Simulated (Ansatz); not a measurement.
The relaxed structure here is a generated cell of KPbF3: the first start was made by placing the elements on the sites of a structure type, and the end was not matched to a known phase here, so it may be hypothetical.

A relaxed structure of KPbF3. Calculation: r2SCAN (plane waves to 500 eV, PAW, scalar-relativistic; Ansatz, a program for electronic structure).

```cif
data_F12K4Pb4
_chemical_formula_sum 'K4 Pb4 F12'
_space_group_name_H-M_alt 'P 1'
_space_group_IT_number 1
_cell_length_a 6.67402
_cell_length_b 9.11924
_cell_length_c 6.40654
_cell_angle_alpha 90.000
_cell_angle_beta 90.000
_cell_angle_gamma 90.000
loop_
_space_group_symop_operation_xyz
  'x, y, z'
loop_
_atom_site_label
_atom_site_type_symbol
_atom_site_fract_x
_atom_site_fract_y
_atom_site_fract_z
_atom_site_occupancy
K1 K 0.44240 0.25000 0.97888 1
K2 K 0.94240 0.25000 0.52112 1
K3 K 0.55760 0.75000 0.02112 1
K4 K 0.05760 0.75000 0.47888 1
Pb1 Pb 0.00000 0.00000 0.00000 1
Pb2 Pb 0.50000 0.50000 0.50000 1
Pb3 Pb 0.00000 0.50000 0.00000 1
Pb4 Pb 0.50000 0.00000 0.50000 1
F1 F 0.06346 0.25000 0.12776 1
F2 F 0.56346 0.25000 0.37224 1
F3 F 0.93654 0.75000 0.87224 1
F4 F 0.43654 0.75000 0.62776 1
F5 F 0.29678 0.56910 0.19927 1
F6 F 0.79678 0.93090 0.30073 1
F7 F 0.70322 0.06910 0.80073 1
F8 F 0.20322 0.43090 0.69927 1
F9 F 0.70322 0.43090 0.80073 1
F10 F 0.20322 0.06910 0.69927 1
F11 F 0.29678 0.93090 0.19927 1
F12 F 0.79678 0.56910 0.30073 1
```

Problem. Determine the symmetry and give the standard cell with its independent sites.

Solution. Space group Pnma (No. 62); a = 6.674 Å, b = 9.119 Å, c = 6.407 Å, α = β = γ = 90.00°

```json
[
 {"atom": "K", "site": "4c", "symmetry": ".m.", "x": "0.0576", "y": "0.7500", "z": "0.4789"},
 {"atom": "Pb", "site": "4a", "symmetry": "-1", "x": "0.0000", "y": "0.0000", "z": "0.0000"},
 {"atom": "F", "site": "4c", "symmetry": ".m.", "x": "0.0635", "y": "0.2500", "z": "0.1278"},
 {"atom": "F", "site": "8d", "symmetry": "1", "x": "0.2032", "y": "0.0691", "z": "0.6993"}
]
```

This is the AFLOW prototype AB3C_oP20_62_c_cd_a (as in CaTiO3).

Problem. Give the shortest distances between elements (the closest pairs, up to four, under 3.6 Å).

Solution. F–Pb 2.44 Å; F–K 2.65 Å; F–F 3.30 Å.

```yaml
volume_per_atom: 19.50 Å³
band_gap: 3.90 eV, direct at Γ (no spin-orbit coupling)
```

No spin polarisation in the result.

The run could not lose the symmetry of its start: the end is stationary, and may be a saddle point rather than a minimum.
